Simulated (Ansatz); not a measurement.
The relaxed structure here is a generated cell of Ag: the first start was made by a random draw of sites in a space group, and the end was not matched to a known phase here, so it may be hypothetical. Known forms of Ag include space group No. 225.

The end point of a relaxation of Ag. Calculation: PBE (plane waves to 420 eV, PAW, scalar-relativistic; Ansatz, a first-principles code).

```cif
data_Ag
_chemical_formula_sum 'Ag1'
_space_group_name_H-M_alt 'P 1'
_space_group_IT_number 1
_cell_length_a 2.84569
_cell_length_b 2.84569
_cell_length_c 2.77111
_cell_angle_alpha 90.000
_cell_angle_beta 90.000
_cell_angle_gamma 120.000
loop_
_space_group_symop_operation_xyz
  'x, y, z'
loop_
_atom_site_label
_atom_site_type_symbol
_atom_site_fract_x
_atom_site_fract_y
_atom_site_fract_z
_atom_site_occupancy
Ag1 Ag 0.00000 0.00000 0.50000 1
```

### Question
Determine the symmetry and give the standard cell with its independent sites.

### Answer
Space group P6/mmm (No. 191); a = b = 2.846 Å, c = 2.771 Å, α = β = 90.00°, γ = 120.00°

```tsv
atom	site	symmetry	x	y	z
Ag	1b	6/mmm	0.0000	0.0000	0.5000
```

This is the AFLOW prototype A_hP1_191_a (A_f, as in Sn).

### Question
Give the shortest distances between elements (the closest pairs, up to four, under 3.6 Å).

### Answer
Ag–Ag 2.77 Å.

```json
{
 "volume_per_atom": "19.43 Å³",
 "density": "9.22 g/cm³",
 "band_gap": "no gap (metallic)"
}
```

No spin polarisation in the result.

The run could not lose the symmetry of its start, so the end can be a saddle point.
